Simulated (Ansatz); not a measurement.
Mg₃Sb₂:
```yaml
crystal:
  lattice:
    - [4.56806, 0.00000, 0.00000]
    - [-2.28403, 3.95606, 0.00000]
    - [0.00000, 0.00000, 7.24331]
  atoms:
    - { symbol: Sb, position: [0.33333, 0.66667, 0.22872] }
    - { symbol: Sb, position: [0.66667, 0.33333, 0.77128] }
    - { symbol: Mg, position: [0.00000, 0.00000, 0.00000] }
    - { symbol: Mg, position: [0.33333, 0.66667, 0.63365] }
    - { symbol: Mg, position: [0.66667, 0.33333, 0.36635] }
```

Relaxed with r²SCAN.

Task: Give the Bader charges and basin volumes of the independent atoms, r²SCAN in the plane-wave PAW code Ansatz.

Result: 

```csv
atom,Bader charge (e),Bader volume (Å³)
Sb1,-2.36,54.1
Mg3,+1.61,7.8
Mg4,+1.56,7.5
```

Space group P-3m1 (La2O3 or Ni2Al3 type). The cell was relaxed with r²SCAN under the symmetry of its start. Scalar-relativistic: spin–orbit coupling is off unless named, which matters more the heavier the elements.

Potentials: the later of the program's two PAW sets.
